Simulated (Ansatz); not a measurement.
Y2InGe2 single point

Input file of Ansatz 0.2.0:

```yaml
crystal:
  lattice:
    - [7.370175, 0.0, 0.0]
    - [0.0, 7.370175, 0.0]
    - [0.0, 0.0, 4.269303]
  atoms:
    - { symbol: In, position: [0.0, 0.0, 0.0] }
    - { symbol: In, position: [0.5, 0.5, 0.0] }
    - { symbol: "Y", position: [0.17965, 0.67965, 0.5] }
    - { symbol: "Y", position: [0.32035, 0.17965, 0.5] }
    - { symbol: "Y", position: [0.82035, 0.32035, 0.5] }
    - { symbol: "Y", position: [0.67965, 0.82035, 0.5] }
    - { symbol: Ge, position: [0.38192, 0.88192, 0.0] }
    - { symbol: Ge, position: [0.11808, 0.38192, 0.0] }
    - { symbol: Ge, position: [0.61808, 0.11808, 0.0] }
    - { symbol: Ge, position: [0.88192, 0.61808, 0.0] }
  symmetry: { tolerance: 0.0003 }
kpoints:
  mp_grid: { grid: [5, 5, 8], shift: [0, 0, 0] }
  band_path:
    path:
      - [0.0, 0.0, 0.0]
      - [0.0, 0.5, 0.0]
      - [0.5, 0.5, 0.0]
      - [0.0, 0.0, 0.0]
      - [0.0, 0.0, 0.5]
      - [0.0, 0.5, 0.5]
      - [0.5, 0.5, 0.5]
      - [0.0, 0.0, 0.5]
      - [0.0, 0.5, 0.0]
      - [0.0, 0.5, 0.5]
      - [0.5, 0.5, 0.0]
    npoints: 6
magnetization:
  spin_polarized: false
scf:
  occupations: { method: fermi_dirac, width: 0.0121 }
  lower_state_search: "off"
  max_iter: 200
hamiltonian:
  pseudopotentials: { kind: paw }
  xc: lda
basis:
  ecutwfc: 420
  fft_grid_basis: typed
output:
  forces: true
  stress: true
  eigenvalues: true
  bader: true
  populations: true
  elf: true
  write_potential: true
  volumetric_format: npy
  dos:
    e_range: [-12, 8]
    de: 0.05
    projected: { site_lists: { Ge: [Ge], In: [In], "Y": ["Y"] } }
checkpoint:
  read: saved_state
```

The saved state is an earlier solution for the same cell, perhaps on another mesh. 

Excerpt of what it printed:

```
SCF iter   1: F=—  Δρ=9.87e-4  dr2=3.10e-3
SCF iter   2: F=—  Δρ=6.11e-4  dr2=1.15e-3
SCF iter   3: F=—  Δρ=1.48e-4  dr2=7.12e-5
SCF iter   4: F=—  Δρ=5.64e-5  dr2=1.10e-5
SCF iter   5: F=—  Δρ=1.99e-5  dr2=2.06e-6
SCF iter   6: F=—  Δρ=6.38e-6  dr2=2.13e-7
SCF iter   7: F=-42767.3017 eV  Δρ=1.35e-6  dr2=7.90e-9
Free energy (F): -42767.3017 eV
Harris-Foulkes:  -42767.3017 eV  (|F-HF|=3.91e-9)
Internal energy: -42767.2991 eV  (E = F + TS)
E sigma→0 (E₀):  -42767.3004 eV
Entropy (-TS):   -0.0026 eV (-0.263 meV/atom)
Fermi energy:    11.2727 eV
--- Per-component energies (eV) ---
  E_band       = -875.5238
  E_kinetic    = 2159.9100
  E_local      = -13838.7334  (includes V_loc(G=0)·N_el)
  E_nonlocal   = 2636.8827
  E_hartree    = 5762.3102
  E_xc         = -1420.4393
  E_vxc        = -1264.2090  (∫ρ·V_xc dr)
  E_paw        = -26689.0789  (= ΣΔE_a)
  E_vpaw       = -2093.9929  (= ΣTr[D̂ρ^β])
  E_aug_tail   = 0.0013  (compensation charges beyond the density's cutoff)
  E_ewald      = -11387.6724
  E_core_change = 9.5207  (= ΣΔE_core)
  E_smearing   = -0.0026  (= −TS)
--- Forces (eV/Å), atoms counted from 1 ---
  atom   1  In     0.0000     0.0000     0.0000
  atom   2  In     0.0000     0.0000     0.0000
  atom   3  Y      0.0082     0.0082     0.0000
  atom   4  Y     -0.0082     0.0082     0.0000
  atom   5  Y     -0.0082    -0.0082     0.0000
  atom   6  Y      0.0082    -0.0082     0.0000
  atom   7  Ge    -0.2334    -0.2334     0.0000
  atom   8  Ge     0.2334    -0.2334     0.0000
  atom   9  Ge     0.2334     0.2334     0.0000
  atom  10  Ge    -0.2334     0.2334     0.0000
--- Stress (GPa, compression-positive) ---
       -4.8346       0.0000       0.0000
        0.0000      -4.8346       0.0000
        0.0000       0.0000      -6.9201
  P = ⅓ Tr σ = -5.5298 GPa (-55.298 kbar)
--- Löwdin populations: 10 sites ---
  site symbol       q [e]
     0     In     13.2167
     1     In     13.2167
     2      Y     10.5358
     3      Y     10.5358
     4      Y     10.5358
     5      Y     10.5358
     6     Ge     14.3041
     7     Ge     14.3041
     8     Ge     14.3041
     9     Ge     14.3041
  spilling = 0.0016 (of n_electrons = 126.0000)
--- Bader charges: 10 sites ---
  site symbol  charge [e]  shift [e]
     0     In     -0.4171     0.0000
     1     In     -0.4171     0.0000
     2      Y      1.3982     0.0000
     3      Y      1.3981     0.0000
     4      Y      1.3981     0.0000
     5      Y      1.3981     0.0000
     6     Ge     -1.1896     0.0000
     7     Ge     -1.1896     0.0000
     8     Ge     -1.1895     0.0000
     9     Ge     -1.1895     0.0000
```

Absolute energies hang on the potentials; compare differences alone.

Origin: a known structure type with other elements, at an estimated volume, so it need not be a known compound.
